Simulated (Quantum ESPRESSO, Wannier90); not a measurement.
**IrO2 (rutile): Wannier90 run**

Structure: Materials Project mp-2723, symmetrised, not relaxed again. COD (Crystallography Open Database) has an entry of this formula and space group (matched by these alone). Level: PBEsol, no spin polarisation, no spin-orbit coupling; pw.x of Quantum ESPRESSO at 68 Ry with PseudoDojo potentials, 6×6×8 k-points, Wannier90. Density: 8×8×10 mesh, cold smearing 0.01 Ry. Spin-orbit coupling is left out although heavy elements are present.

```
begin unit_cell_cart
ang
    4.5053100000    0.0000000000    0.0000000000
    0.0000000000    4.5053100000    0.0000000000
    0.0000000000    0.0000000000    3.1767100000
end unit_cell_cart
mp_grid = 6 6 8
```

Q: Which shells of neighbouring k-points and which b-vectors and weights does Wannier90 pick for this cell and mesh?

A: 
```
 *---------------------------------- K-MESH ----------------------------------*
 +----------------------------------------------------------------------------+
 |                    Distance to Nearest-Neighbour Shells                    |
 |                    ------------------------------------                    |
 |          Shell             Distance (Ang^-1)          Multiplicity         |
 |          -----             -----------------          ------------         |
 |             1                   0.232436                      4            |
 |             2                   0.247236                      2            |
 |             3                   0.328715                      4            |
 |             4                   0.339341                      8            |
 |             5                   0.411314                      8            |
 |             6                   0.464873                      4            |
 |             7                   0.494473                      2            |
 |             8                   0.519743                      8            |
       ... (lines left out)
 +----------------------------------------------------------------------------+
 | The b-vectors are chosen automatically                                     |
 | The following shells are used:                       1,  2                 |
 +----------------------------------------------------------------------------+
 |                        Shell   # Nearest-Neighbours                        |
 |                        -----   --------------------                        |
 |                          1               4                                 |
 |                          2               2                                 |
 +----------------------------------------------------------------------------+
 | Completeness relation is fully satisfied [Eq. (B1), PRB 56, 12847 (1997)]  |
 +----------------------------------------------------------------------------+
 |                  b_k Vectors (Ang^-1) and Weights (Ang^2)                  |
 |                  ----------------------------------------                  |
 |            No.         b_k(x)      b_k(y)      b_k(z)        w_b           |
 |            ---        --------------------------------     --------        |
 |             1         0.000000    0.232436    0.000000     9.254695        |
 |             2         0.232436    0.000000    0.000000     9.254695        |
 |             3         0.000000   -0.232436    0.000000     9.254695        |
 |             4        -0.232436    0.000000    0.000000     9.254695        |
 |             5         0.000000    0.000000    0.247236     8.179851        |
 |             6         0.000000    0.000000   -0.247236     8.179851        |
```
